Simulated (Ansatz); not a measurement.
CuI:
```yaml
crystal:
  lattice:
    - [3.84168, 0.00000, 0.00000]
    - [-1.92084, 3.32699, 0.00000]
    - [0.00000, 0.00000, 3.58885]
  atoms:
    - { symbol: Cu, position: [0.00000, 0.00000, 0.00000] }
    - { symbol: I, position: [0.66667, 0.33333, 0.50000] }
```

Relaxed with PBEsol. Special points in fractions of this cell's reciprocal vectors: Γ (0.000, 0.000, 0.000); M (0.500, 0.000, 0.000); K (0.333, 0.333, 0.000); A (0.000, 0.000, 0.500); L (0.500, 0.000, 0.500); H (0.333, 0.333, 0.500).

Question: List the band energies nearest the Fermi level at these points for DFT-PBEsol in the program Ansatz with PAW potentials.

Answer: In eV from the Fermi level; about four levels below and three above (degenerate sets whole), none deeper than 8.9 eV; points with the same levels are listed once.

```
k                          below                above
-  -----------------------------  -------------------
Γ        -1.80 -1.80 -0.46 -0.46  0.58 5.38 5.77 5.77
M        -2.22 -1.84 -1.64 -1.59       0.11 2.07 5.50
K        -1.92 -1.86 -1.78 -1.72       0.35 5.31 5.36
A  -1.99 -1.99 -1.59 -0.19 -0.19  4.37 5.28 7.32 7.32
L        -1.59 -1.41 -0.42 -0.02       4.35 4.81 6.25
H        -1.59 -1.29 -0.55 -0.13       1.51 7.84 9.36
```

Space group P-6m2. The cell is a constructed one: a structure type filled with these elements; neither database checked (COD, Materials Project) lists it. It is not the phase usual at ambient conditions (space group No. 216). Symmetry was held in the PBEsol relaxation. At this level the phase is mechanically unstable. The run is not spin-polarised. Scalar-relativistic: spin–orbit coupling is off unless named, which matters more the heavier the elements.

Potentials: the later of the program's two PAW sets.
